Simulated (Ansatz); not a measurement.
Si₂Ni: computed property card

Si$_{2}$Ni:
```
CELL_PARAMETERS angstrom
      0.00000     2.72253     2.72253
      2.72253     0.00000     2.72253
      2.72253     2.72253     0.00000
ATOMIC_POSITIONS crystal
  Si 0.25000 0.25000 0.25000
  Si 0.75000 0.75000 0.75000
  Ni 0.00000 0.00000 0.00000
```

Space group Fm-3m (No. 225), fluorite or antifluorite type; conventional cell a = b = c = 5.445 Å, α = β = γ = 90.00°.

Method: the program Ansatz at the PBE level (PAW). Geometry: relaxed at this level of theory. Other levels are named where they apply.

Cell and energy:

| Quantity | Value |
|---|---|
| Volume per atom | 13.45 Å³ |
| Density | 4.73 g/cm³ |
| Formation energy from the elements (no fitted shifts) | -0.35 eV/atom |

Electronic structure:

| Property | Result |
|---|---|
| Electronic character | metallic (no gap) |
| Density of states at the Fermi level | 0.30 states/eV per atom (mean over ±0.08 eV) |

Magnetism:

| Property | Result |
|---|---|
| Magnetic order | non-magnetic (starting moments vanished) |

Mechanics:

| Item | Result |
|---|---|
| Bulk modulus (Birch–Murnaghan fit) | 1430 kbar |
| Pressure derivative B′ | 4.8 |
| Elastic constants (relaxed ions, GPa) | C11 = 180, C12 = 127, C44 = 73.5 |
| Mechanical stability | stable (all eigenvalues of C positive) |
| Hill bulk and shear moduli | 145 and 48.6 GPa |
| Young's modulus | 131 GPa |
| Poisson's ratio | 0.35 |
| Debye temperature from the elastic constants | 451 K |

Phonons:

| Property | Value |
|---|---|
| Highest zone-centre frequency | 311 cm^-1 |
| Zone-centre stability | no imaginary mode at Γ |
| Dynamical stability on the path | stable (no imaginary branch) |
| Zero-point energy | 48.9 meV/atom |
| Vibrational entropy at 300 K | 22.8 J/(K·mol of atoms) |

Charges:

| Item | Value |
|---|---|
| Bader charges | Si +0.40, Ni -0.80 e |

Symmetry was held in the PBE relaxation. The workflow began spin-polarised and lost its moments. As this level gives no gap, shear constants depend on the k-mesh and smearing (Fermi–Dirac, 0.1 eV here). As this level gives no gap, phonon frequencies hold no LO–TO term and depend on the k-mesh and smearing (Fermi–Dirac, 0.1 eV here). The references are the lowest solids computed at this level, not always the standard phases.

Potentials: the later of the program's two PAW sets.
